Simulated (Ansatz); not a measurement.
LaWN$_{3}$ in space group R3c (No. 161; La on 6a, W on 6a, N on 18b) at seven volumes, PBEsol (plane waves, PAW; program Ansatz), shape and atoms relaxed at each. One row is withheld.

| V (Å³/atom) | P (GPa) |
|---|---|
| 11.504 | 25.20 |
| 11.883 | ? |
| 12.262 | 6.73 |
| 12.642 | 0.00 |
| 13.021 | -5.33 |
| 13.400 | -9.34 |
| 13.779 | -12.34 |

### Question
Fit the shown pressures and predict the withheld one.

### Answer
P = (3/2)B₀(x^(7/2) − x^(5/2))[1 + (3/4)(B′ − 4)(x − 1)] with x = (V₀/V)^(2/3). Least squares on the six rows gives V₀ = 12.642 Å³/atom, B₀ = 195 GPa, B′ = 6.84. At V = 11.883, x = 1.0421 and P = 14.89 GPa. The run itself gave 15.09 GPa.

The first step of the workflow began from a Materials Project structure, measured or hypothetical; the Crystallography Open Database copy checked does not list it. Whether it is the stable phase at ambient conditions was not checked. The cell was relaxed with PBEsol under the symmetry of its start; phonons on a q-mesh show no instability. No spin polarisation was allowed. Scalar-relativistic: spin–orbit coupling is off unless named, which matters more the heavier the elements.

Potentials: the later of the program's two PAW sets.
